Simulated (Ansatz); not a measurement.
Gd (P63/mmc); start Gd1↑ Gd2↑ Gd3↓ Gd4↓.

```xyz
4
Lattice="3.6360 0.0000 0.0000 1.8180 3.1489 0.0000 0.0000 0.0000 11.5652" Properties=species:S:1:pos:R:3 pbc="T T T"
Gd    3.6360    2.0992    1.4457
Gd    3.6360    2.0992    7.2283
Gd    1.8180    1.0496    4.3369
Gd    1.8180    1.0496   10.1196
```

Geometry: a structure as deposited in COD, repeated to hold the magnetic orders; nothing is relaxed.

Functional, mesh and filling: r²SCAN, 8×8×3 k mesh, Fermi–Dirac smearing of 0.05 eV. PAW means Ansatz 0.2.0 on its default frozen-core files. Site moments are integrated in spheres about the atoms. Start moments (μB): Gd1 7, Gd2 7, Gd3 -7, Gd4 -7.

Iteration by iteration:

```json
{"iteration": "1", "Harris–Foulkes energy less the last (meV)": "2774.422", "density residual (eV)": "1.1e+00", "M (μB)": "0.0000", "∫|m| (μB)": "29.1663"}
{"iteration": "2", "Harris–Foulkes energy less the last (meV)": "1934.954", "density residual (eV)": "1.1e+00", "M (μB)": "0.0000", "∫|m| (μB)": "29.4016"}
{"iteration": "3", "Harris–Foulkes energy less the last (meV)": "517.610", "density residual (eV)": "4.2e-01", "M (μB)": "0.0000", "∫|m| (μB)": "30.0993"}
{"iteration": "4", "Harris–Foulkes energy less the last (meV)": "217.954", "density residual (eV)": "3.7e-02", "M (μB)": "0.0000", "∫|m| (μB)": "30.7785"}
{"iteration": "5", "Harris–Foulkes energy less the last (meV)": "80.381", "density residual (eV)": "9.5e-02", "M (μB)": "0.0000", "∫|m| (μB)": "30.6199"}
{"iteration": "6", "Harris–Foulkes energy less the last (meV)": "18.745", "density residual (eV)": "6.4e-03", "M (μB)": "0.0000", "∫|m| (μB)": "30.8658"}
{"iteration": "7", "Harris–Foulkes energy less the last (meV)": "17.142", "density residual (eV)": "1.2e-03", "M (μB)": "0.0000", "∫|m| (μB)": "30.9714"}
{"iteration": "8", "Harris–Foulkes energy less the last (meV)": "17.045", "density residual (eV)": "3.0e-03", "M (μB)": "0.0000", "∫|m| (μB)": "31.0096"}
{"iteration": "9", "Harris–Foulkes energy less the last (meV)": "10.411", "density residual (eV)": "5.1e-04", "M (μB)": "0.0000", "∫|m| (μB)": "31.0927"}
{"iteration": "10", "Harris–Foulkes energy less the last (meV)": "9.500", "density residual (eV)": "4.3e-04", "M (μB)": "0.0000", "∫|m| (μB)": "31.1062"}
{"iteration": "11", "Harris–Foulkes energy less the last (meV)": "2.342", "density residual (eV)": "7.0e-04", "M (μB)": "0.0000", "∫|m| (μB)": "31.2919"}
{"iteration": "12", "Harris–Foulkes energy less the last (meV)": "1.942", "density residual (eV)": "7.1e-04", "M (μB)": "0.0000", "∫|m| (μB)": "31.3123"}
{"iteration": "13", "Harris–Foulkes energy less the last (meV)": "0.141", "density residual (eV)": "1.6e-05", "M (μB)": "0.0000", "∫|m| (μB)": "31.3761"}
{"iteration": "14", "Harris–Foulkes energy less the last (meV)": "0.069", "density residual (eV)": "8.8e-06", "M (μB)": "0.0000", "∫|m| (μB)": "31.4076"}
{"iteration": "15", "Harris–Foulkes energy less the last (meV)": "0.013", "density residual (eV)": "1.3e-06", "M (μB)": "0.0000", "∫|m| (μB)": "31.3989"}
{"iteration": "16", "Harris–Foulkes energy less the last (meV)": "0.002", "density residual (eV)": "3.3e-07", "M (μB)": "0.0000", "∫|m| (μB)": "31.4026"}
{"iteration": "17", "Harris–Foulkes energy less the last (meV)": "0.001", "density residual (eV)": "6.4e-08", "M (μB)": "0.0000", "∫|m| (μB)": "31.4019"}
{"iteration": "18", "Harris–Foulkes energy less the last (meV)": "0.000", "density residual (eV)": "1.6e-08", "M (μB)": "0.0000", "∫|m| (μB)": "31.4039"}
{"iteration": "19", "Harris–Foulkes energy less the last (meV)": "0.000", "density residual (eV)": "5.1e-09", "M (μB)": "0.0000", "∫|m| (μB)": "31.4036"}
```

Site moments (μB): Gd1 7.49, Gd2 7.49, Gd3 -7.49, Gd4 -7.49. Cell moment 0.00 μB.

The PAW files were made with PBE; the program remakes their cores once for the run's functional and then keeps them frozen. The program warned that a lower magnetic state may exist. Without U a semilocal functional puts the f levels too near the Fermi level, which can change moments and the order of magnetic states; site and cell moments are spin moments. Spin–orbit coupling is left out although heavy atoms are present. In at least one run the program's final test of stability wasn't made or came to no verdict. With open f shells a run can end in a state that isn't the lowest. The state reached may lie above the lowest one, so it isn't offered as the ground state. The magnetic state is the one that this cell and start allow. It needn't be the compound's measured order, which may need a larger cell or be absent.
